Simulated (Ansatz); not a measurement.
TiAl:
```xyz
2
Lattice="2.8100 0.0000 0.0000 0.0000 2.8100 0.0000 0.0000 0.0000 4.0661" Properties=species:S:1:pos:R:3 pbc="T T T"
Al     1.4050     1.4050     2.0331
Ti     0.0000     0.0000     0.0000
```

Relaxed with r²SCAN.

Q: Map the electron localisation function on the plane through (0.500, 0.500, 0.500) spanned by u = [1, 0, 0] and v = [0, 1, 1] in lattice vectors, from r²SCAN (plane waves, PAW; program Ansatz).

A: x is the fraction of u, y of v (the angle between them is 90°; rows are the nearest grid lines); atoms in the plane: Al at (0.00, 0.00), Ti at (0.50, 0.50).
```
y \ x   0.000  0.0625  0.188  0.250  0.375  0.438  0.562  0.625  0.750  0.812  0.938   1.00
------  -----  ------  -----  -----  -----  -----  -----  -----  -----  -----  -----  -----
1.00    0.023   0.128  0.042  0.254  0.669  0.699  0.699  0.669  0.254  0.042  0.128  0.023
0.920   0.013   0.015  0.162  0.420  0.667  0.680  0.680  0.667  0.420  0.162  0.015  0.013
0.840   0.478   0.492  0.571  0.600  0.596  0.582  0.582  0.596  0.600  0.571  0.492  0.478
0.760   0.707   0.689  0.545  0.433  0.246  0.206  0.206  0.246  0.433  0.545  0.689  0.707
0.680   0.562   0.509  0.189  0.103  0.144  0.219  0.219  0.144  0.103  0.189  0.509  0.562
0.600   0.383   0.304  0.162  0.314  0.627  0.639  0.639  0.627  0.314  0.162  0.304  0.383
0.520   0.323   0.257  0.392  0.645  0.447  0.088  0.088  0.447  0.645  0.392  0.257  0.323
0.480   0.323   0.257  0.392  0.645  0.447  0.088  0.088  0.447  0.645  0.392  0.257  0.323
0.400   0.383   0.304  0.162  0.314  0.627  0.639  0.639  0.627  0.314  0.162  0.304  0.383
0.320   0.562   0.509  0.189  0.103  0.144  0.219  0.219  0.144  0.103  0.189  0.509  0.562
0.240   0.707   0.689  0.545  0.433  0.246  0.206  0.206  0.246  0.433  0.545  0.689  0.707
0.160   0.478   0.492  0.571  0.600  0.596  0.582  0.582  0.596  0.600  0.571  0.492  0.478
0.0800  0.013   0.015  0.162  0.420  0.667  0.680  0.680  0.667  0.420  0.162  0.015  0.013
0.000   0.023   0.128  0.042  0.254  0.669  0.699  0.699  0.669  0.254  0.042  0.128  0.023
```

The density is the valence pseudo-density with augmentation charge, so density and ELF within about 1 Å of a nucleus are not all-electron values.

Space group P4/mmm (L1₀ or tetragonal B2). The r²SCAN relaxation kept the symmetry of its start; of distortions, only those at the zone centre were tested. The run is not spin-polarised.

Potentials: the later of the program's two PAW sets.
